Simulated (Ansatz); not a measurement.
Relaxed-ion elastic tensor of Sr$_{3}$SbN (anti-perovskite, Pm-3m) in GPa (Voigt order), LDA (plane waves, PAW; program Ansatz); density 5.07 g/cm³, 26.09 Å³ per atom.

```
 122  21.8  21.8   0.0   0.0   0.0
21.8   122  21.8   0.0   0.0   0.0
21.8  21.8   122   0.0   0.0   0.0
 0.0   0.0   0.0  40.4   0.0   0.0
 0.0   0.0   0.0   0.0  40.4   0.0
 0.0   0.0   0.0   0.0   0.0  40.4
```

Task: Is the crystal mechanically stable?

Result: Yes: the smallest eigenvalue of C is 40.4 GPa.

Task: Work out the Voigt, Reuss and Hill averages.

Result: K_V = 55.3, K_R = 55.3, K_H = 55.3; G_V = 44.4, G_R = 43.9, G_H = 44.1 GPa.

Task: Give Young's modulus, Poisson's ratio, Pugh's ratio and the universal anisotropy index.

Result: E = 9KG/(3K + G) = 105 GPa; ν = 0.19; K/G = 1.25 (brittle by the Pugh limit of 1.75); A_U = 5G_V/G_R + K_V/K_R − 6 = 0.06.

Task: Estimate the sound speeds and the Debye temperature.

Result: v_l = √((K + 4G/3)/ρ) = 4740 m/s, v_t = √(G/ρ) = 2950 m/s, mean 3250 m/s; Θ = (h/k)(3n/4πV)^(1/3) v_m = 326 K.

Task: Give the Zener ratio and Young's modulus along [100], [110] and [111].

Result: A = 2C44/(C11 − C12) = 0.80; 1/E = S11 − 2(S11 − S12 − S44/2)Γ with Γ = 0, 1/4, 1/3 gives 116, 102, 97.5 GPa.

Task: Solve the Christoffel equation for the three sound speeds along [100], [110], [111].

Result: Eigenvalues of C_ijkl n_j n_l equal ρv². In km/s, slowest first: [100] 2.82, 2.82, 4.91; [110] 2.82, 3.15, 4.71; [111] 3.04, 3.04, 4.64.

The first step of the workflow began from a Materials Project structure, measured or hypothetical; the Crystallography Open Database copy checked does not list it. Its standing as an ambient phase is unchecked. The LDA relaxation kept the symmetry of its start; of distortions, only those at the zone centre were tested. Spin–orbit coupling is left out wherever it is not named.

Potentials: the later of the program's two PAW sets.
